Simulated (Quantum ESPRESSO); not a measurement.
# Moving one atom in HfRe2Ru4Ti

Calculated results; nothing here was measured. They come from Quantum ESPRESSO 7.5, a public plane-wave density functional program. Each row is one single-point run on a made-up periodic cell of eight metal atoms, with elements, volume, strain and displacements drawn at random and not relaxed, so a cell may be unstable or far from any real phase. There is no spin polarisation or spin-orbit coupling.

Settings: PBE unless stated; PseudoDojo standard norm-conserving files; Fermi-Dirac width 0.25 eV, which means electrons at about 2900 K; cutoff 1143 eV; 8 x 4 x 3 k mesh shifted half a step off Gamma. E is the free energy of the whole cell (internal energy minus TS), so a -TS column is already part of it. Stress is positive in tension, and the pressure P is minus a third of its trace.

Checks: one run of this series was repeated at a higher cutoff and on a denser mesh, which moved values by no more than 0.014 eV, 0.13 GPa and 0.009 eV/Å, and a second program with other atomic files agreed on it to 2 % rms in force and 0.5 GPa in pressure. Known limits: heavy elements are run without spin-orbit coupling, which real alloys of them have; a spin test at this wide smearing found no moment, but such smearing suppresses magnetism that the real alloy may have.

The lattice is face-centred cubic, and the cell vectors in Å are (0.001, -1.990, -2.005); (-0.058, 3.904, -3.934); (8.111, -0.061, 0.056), a volume of 126.98 Å³. The elements on sites 1 to 8 are Hf Re Ru Ti Ru Ru Ru Re. The runs move the Ru atom on site 3 by u along y from its drawn, already displaced place and keep all else fixed. Forces are on that atom, and E is counted from run 3.

| run | u (Å) | Fx (eV/Å) | Fy (eV/Å) | Fz (eV/Å) | P (GPa) | E (meV) |
|---|---|---|---|---|---|---|
| 1 | -0.1167 | 0.247 | 0.934 | -0.531 | -7.97 | 65.1 |
| 2 | -0.0578 | ? | ? | ? | ? | ? |
| 3 | 0.0028 | 0.126 | 0.162 | -0.228 | -8.22 | 0.0 |
| 4 | 0.0136 | 0.116 | 0.095 | -0.201 | -8.22 | -1.4 |
| 5 | 0.0324 | 0.098 | -0.023 | -0.155 | -8.20 | -2.1 |
| 6 | 0.0660 | 0.068 | -0.231 | -0.071 | -8.14 | 2.2 |
| 7 | 0.1095 | 0.033 | -0.499 | 0.041 | -8.00 | 18.1 |

## Worked fit

A parabola through the runs shown gives Fy = 0.181 - 6.32 u + 1.1 u² eV/Å, with an error of 0.00 on the linear term and a scatter of 0.001 eV/Å. Minus its integral from run 1 to run 7 is -47 meV, and the table's energies differ by -47 meV.

## Withheld run

Question: what Fy should run 2 give?

The fit gives 0.550 ± 0.001 eV/Å. The calculation gave 0.549 eV/Å.
